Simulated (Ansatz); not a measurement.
Ba: axial (c/a) deformation path

Theory: DFT PBEsol, scalar-relativistic, plane waves, PAW (Ansatz 0.2.0). Settings: plane waves to 420 eV, k-mesh 9×9×14 (Γ-centred), Gaussian smearing 0.15 eV. No spin polarisation. Energies are free energies at this smearing, counted from the undisturbed cell; pressure is positive in compression.

Zero of the scan (as given, not relaxed at this level; it stands at -0.2 GPa; this form isn't the usual structure):

```
Ba
1.0
     6.99607    0.00000    0.00000
    -3.49803    6.05877    0.00000
     0.00000    0.00000    3.90939
Ba
2
Direct
  0.33333 0.66667 0.50000
  0.66667 0.33333 0.50000
```

At fixed volume and fractional coordinates, lengths along (0.000, 0.000, 1.000) are scaled against those across it; ρ is that ratio over its starting value. The cell is metallic on the mesh throughout.

```csv
ρ,ΔE (meV/atom),pressure (GPa)
0.800,175.1,0.4
0.850,82.9,0.2
0.920,15.1,-0.1
0.960,0.9,-0.2
1.000,0.0,-0.2
1.050,13.8,-0.3
1.100,40.8,-0.3
1.200,121.1,-0.3
1.300,213.3,-0.2
```